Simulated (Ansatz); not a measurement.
A geometry of ZnCu away from equilibrium: step 2 of the relaxation of a relaxed ZnCu cell with every coordinate shifted by Gaussian noise of σ = 0.3 Å. All values below come from PBE (plane waves to 420 eV, PAW, scalar-relativistic; Ansatz, an electronic-structure program). Γ-centred k-mesh 11×11×11 on the run's cell (coarser than for final values), Fermi–Dirac smearing 0.05 eV.

```xyz
2
Lattice="2.9657 -0.0024 0.0027 -0.0024 2.9578 0.0095 0.0027 0.0095 2.9558" Properties=species:S:1:pos:R:3:forces:R:3 pbc="T T T" free_energy=-9944.349 pressure_GPa=1.3
Zn     1.5213     1.5789     1.3910   -0.1406   -0.4255    0.4661
Cu     0.0111     0.0093     0.0039    0.1405    0.4254   -0.4660
```

Positions in Å, forces in eV/Å, free energy of the cell in eV (comparable only within this code, potentials and settings). Largest force: 0.65 eV/Å, on Zn1, Cu2 (atoms numbered as listed); the geometry lies 0.02 eV/atom above the end of its relaxation.

No spin polarisation in the result.
